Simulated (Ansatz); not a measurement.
## Zone-centre modes in Ta₂N

Method: Ansatz, DFT PBEsol, scalar-relativistic, plane waves, PAW. Settings: plane waves to 420 eV, k-mesh 18×18×10 (Γ-centred), Gaussian smearing 0.15 eV. Spin–orbit coupling is left out, which can shift energies with elements as heavy as these. No spin polarisation.

The undisturbed cell (relaxed at this level; it needn't be the usual structure):

```
Ta N
1.0
     3.07862    0.00000    0.00000
    -1.53931    2.66616    0.00000
     0.00000    0.00000    4.82326
Ta N
2 1
Direct
  0.66667 0.33333 0.74626
  0.33333 0.66667 0.25374
  0.00000 0.00000 0.00000
```

Harmonic modes by finite displacements of 0.02 Å, without the LO–TO term.

At this geometry, is the structure stable against these modes?

Yes: no mode is imaginary beyond 10 cm⁻¹, and only the three translations lie near zero.

List the wavenumbers in cm⁻¹.

0, 0, 0, 106, 106, 193, 539, 539, 572.

Cost: 1 run of about 1.4 core-minutes, on Intel Xeon 6975P-C (Granite Rapids) (shared hosts).